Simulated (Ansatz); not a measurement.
## Scan of one atom of the cell for HfO2 (tetragonal-ZrO2 type, space group P4_2/nmc)

Starting cell, HfO2 (tetragonal-ZrO2 type, space group P4_2/nmc):

```yaml
crystal:
  lattice:
    - [3.60482, 0.00000, 0.00000]
    - [0.00000, 3.60482, 0.00000]
    - [0.00000, 0.00000, 5.26502]
  atoms:
    - { symbol: Hf, position: [0.00000, 0.00000, 0.00000] }
    - { symbol: Hf, position: [0.50000, 0.50000, 0.50000] }
    - { symbol: O, position: [0.00000, 0.50000, 0.19324] }
    - { symbol: O, position: [0.00000, 0.50000, 0.69324] }
    - { symbol: O, position: [0.50000, 0.00000, 0.30676] }
    - { symbol: O, position: [0.50000, 0.00000, 0.80676] }
```

Scan: atom 5 (O, nearest neighbour Hf at 2.070 Å; its periodic images, 3.6 Å or more away, move with it) is displaced towards the nearest neighbour, direction (0.000, -0.871, 0.492) in Cartesian axes, by s. The other atoms stay.

The numbers are results of PBE (plane waves to 420 eV, PAW, scalar-relativistic; Ansatz, a quantum-chemistry and plane-wave program), not measurements. k mesh 7×7×5 (Γ-centred), Fermi-Dirac smearing 0.05 eV. E stands for the smeared free energy. Compression counts positive. Left out: 2 of 11 points, with atoms too close for the PAW data. F∥ is the force on the atom along that direction. F⊥ is the part of the force across the line. HfO2 is run without spin polarisation. HfO2 was relaxed with its symmetry unable to fall. Spin-orbit coupling is left out, though Hf is heavy. The PAW data are Ansatz's earlier set. This is a high-temperature form of HfO2. The zero of ΔE is the undisplaced structure.

| s (Å) | ΔE (eV/cell) | |F⊥| (eV/Å) | P (GPa) | F∥ (eV/Å) |
|---|---|---|---|---|
| -0.410 | 1.033 | 1.788 | 4.7 | 4.409 |
| -0.328 | 0.696 | 1.273 | 2.9 | 3.795 |
| -0.246 | 0.413 | 0.834 | 1.4 | 3.077 |
| -0.164 | 0.195 | 0.476 | 0.4 | 2.232 |
| -0.082 | 0.052 | 0.199 | -0.1 | 1.224 |
| 0.000 | 0.000 | 0.000 | 0.0 | 0.000 |
| 0.082 | 0.060 | 0.132 | 1.0 | -1.518 |
| 0.164 | 0.261 | 0.209 | 3.0 | -3.465 |
| 0.246 | 0.646 | 0.247 | 6.3 | -6.064 |

Derived quantities:

- Energy at s = 0.246 Å = 646 meV/cell
- Force along the line at s = -0.410 Å = 4.41 eV/Å
- Symmetry of the curve = not even: the positive side lies higher at ±0.246 Å
- Shape of the curve = a single well with its minimum at or next to zero displacement
- Force constant k = d²E/ds² at s = 0 (finite differences) = 16.5 eV/Å²
- Harmonic estimate at the end of the scan = ½ks² = 499 meV/cell against the computed 646 meV/cell, so the well is stiffer than harmonic there

The 11 points together took very roughly 6 core-minutes.

(For displaced atoms, the force is minus the slope of the energy, and its curvature is a force constant, which sets phonon frequencies.)
